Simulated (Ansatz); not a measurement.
Level of theory: Ansatz, DFT PBE, scalar-relativistic, plane waves, PAW. All cells share a 420 eV cutoff and Γ-centred k meshes spaced at most about 0.3 Å⁻¹ (about 0.25 or finer for metals, 2π included). Collinear spin in cells that started with moments and kept them past the coarse steps, no spin elsewhere.

All energies are static (0 K, no zero-point motion).

Two relaxed structures of Li2TiO2:

A. (site moments Ti 0.3 μB)

```yaml
crystal:
  lattice:
    - [-1.43130, 1.43130, 4.96718]
    - [1.43130, -1.43130, 4.96718]
    - [1.43130, 1.43130, -4.96718]
  atoms:
    - { symbol: Li, position: [0.75000, 0.25000, 0.50000] }
    - { symbol: Li, position: [0.25000, 0.75000, 0.50000] }
    - { symbol: Ti, position: [0.00000, 0.00000, 0.00000] }
    - { symbol: O, position: [0.37456, 0.37456, 0.00000] }
    - { symbol: O, position: [0.62544, 0.62544, 0.00000] }
```

B. (site moments Ti -0.2; O -0.2 μB)

```yaml
crystal:
  lattice:
    - [2.78696, 0.00000, 0.00000]
    - [0.00000, 2.78696, 0.00000]
    - [0.00000, 0.00000, 8.82094]
  atoms:
    - { symbol: Li, position: [0.00000, 0.00000, 0.60790] }
    - { symbol: Li, position: [0.00000, 0.00000, 0.39210] }
    - { symbol: Ti, position: [0.00000, 0.00000, 0.00000] }
    - { symbol: O, position: [0.50000, 0.50000, 0.00000] }
    - { symbol: O, position: [0.50000, 0.50000, 0.50000] }
```

Question: Which would you expect to be lower, and how large is the difference?

Answer: A is lower, by 153 meV/atom. A has space group I4/mmm (No. 139), 8.1 Å³/atom and no gap on its mesh; B has space group P4/mmm (No. 123), 13.7 Å³/atom and no gap. Counting O atoms around Li and Ti (those within 1.25 times the shortest such distance or 1.15 times the sum of covalent radii), A has Li 4, Ti 8 and B has Li 4, Ti 4. The denser one is the lower, and pressure would at first widen the difference. In A, Li is surrounded by 4 O at 1.89 Å, 4 Li at 2.02 Å, 4 Li at 2.86 Å and 4 Ti at 2.87 Å; Ti is surrounded by 8 O at 2.38 Å, 4 Ti at 2.86 Å and 8 Li at 2.87 Å; O has 4 Li at 1.89 Å and 4 Ti at 2.38 Å. In B, Li has 1 Li at 1.90 Å and 4 O at 2.19 Å; Ti is surrounded by 4 O at 1.97 Å and 4 Ti at 2.79 Å; O on its first site is surrounded by 4 Ti at 1.97 Å; 1 more site not described. Both come from invented guesses.

Another magnetic order may lie lower. Cells relaxed within their symmetry can be saddle points.
